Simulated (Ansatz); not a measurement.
LiH (rock salt, space group No. 225), plane-wave PAW PBE (Ansatz code). The conduction-band minimum lies at X, with 3 equivalent valleys. Second derivatives d²E/dk² of the lowest band at one valley (eV·Å²), along Cartesian directions:

```csv
direction,d²E/dk²
[100],63.91
[010],7.483
[001],7.483
[110],35.72
[101],35.72
[011],7.483
```

Problem. Find the principal effective masses, the density-of-states mass and the conductivity mass.

Solution. Off-diagonal terms follow from H_xy = H[110] − (H_xx + H_yy)/2, and m*/mₑ = 7.620 eV·Å² over each eigenvalue: 0.12, 1.0, 1.0. One valley's DOS mass (m₁m₂m₃)^(1/3) = 0.50, conductivity mass 3/(Σ 1/mᵢ) = 0.29 mₑ.

Problem. What effective density of states Nc follows at 300 K for parabolic valleys?

Solution. Nc = 2.509e19 × 3 × (0.50)^(3/2) ≈ 2.7e19 cm⁻³.

Problem. With the computed static dielectric constant 14.9 (mean of the diagonal), estimate a hydrogenic donor's binding energy and radius.

Solution. E = 13.606 eV × 0.29/14.9² ≈ 18 meV; a = 0.529 Å × ε/m* ≈ 27 Å. Semilocal masses tend to be too small where the gap is.

Problem. With ε∞ = 4.38 and ω_LO = 1080 cm⁻¹, what Fröhlich coupling constant follows?

Solution. α = (1/ε∞ − 1/ε0) √(m* × 13.606 eV/ħω_LO) = 0.87.

Space group Fm-3m (rock salt). Symmetry was held in the PBE relaxation; phonons on a q-mesh show no instability.

Potentials: the later of the program's two PAW sets.
